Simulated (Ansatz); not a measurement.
Input:

La:
```cif
data_La4
_chemical_formula_sum 'La4'
_space_group_name_H-M_alt 'P 1'
_space_group_IT_number 1
_cell_length_a 3.77583
_cell_length_b 3.77583
_cell_length_c 12.06609
_cell_angle_alpha 90.000
_cell_angle_beta 90.000
_cell_angle_gamma 120.000
loop_
_space_group_symop_operation_xyz
  'x, y, z'
loop_
_atom_site_label
_atom_site_type_symbol
_atom_site_fract_x
_atom_site_fract_y
_atom_site_fract_z
_atom_site_occupancy
La1 La 0.00000 0.00000 0.00000 1
La2 La 0.00000 0.00000 0.50000 1
La3 La 0.33333 0.66667 0.25000 1
La4 La 0.66667 0.33333 0.75000 1
```

This is the r²SCAN-relaxed structure.

Question: All from plane-wave PAW r²SCAN (Ansatz code), unless another level is named. Predict the density of states at the Fermi level.

Answer: 1.6 states/eV per atom (mean over ±0.08 eV).

Question: And the gap with spin–orbit coupling?

Answer: none (metallic).

Space group P6_3/mmc (dhcp (α-La type)). Symmetry was held in the r²SCAN relaxation; of distortions, only those at the zone centre were tested. Scalar-relativistic: spin–orbit coupling is off unless named, which matters more the heavier the elements.

Potentials: the later of the program's two PAW sets.
